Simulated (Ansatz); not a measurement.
The start is a randomly generated symmetric cell of Sr (space group No. 25). Cell shape, volume and atoms are optimised at zero target pressure with PBE (plane waves to 420 eV, PAW, scalar-relativistic; Ansatz, an electronic-structure program). The first steps use a coarse 7×5×4 k-mesh.

Starting cell:
```
Sr
1.0
    4.94971     0.00000     0.00000
    0.00000     6.79741     0.00000
    0.00000     0.00000     7.98080
Sr
4
Cartesian
  0.00000   0.00000   7.86786
  2.47485   0.00000   1.53427
  1.24216   3.39870   4.37756
  3.70755   3.39870   4.37756
```

* **Band gap at the end**: no gap on the sampled points, where the bands overlap only slightly; such a result is sensitive to mesh and level
* **Optimiser moves**: 37

The end point of the relaxation:

Space group Fm-3m (No. 225); a = 6.030 Å, b = 6.030 Å, c = 6.030 Å, α = 90.00°, β = 90.00°, γ = 90.00°

```json
[
 {"atom": "Sr", "site": "4a", "symmetry": "m-3m", "x": "0.0000", "y": "0.0000", "z": "0.0000"}
]
```
(The calculation used a cell of 1 atom; values per cell refer to that cell.)

Final values are on a 15×15×15 k-mesh of the relaxed cell. The start holds a very short contact (Sr–Sr 2.47 Å). No spin polarisation in the result.

The run could not lose the symmetry of its start.
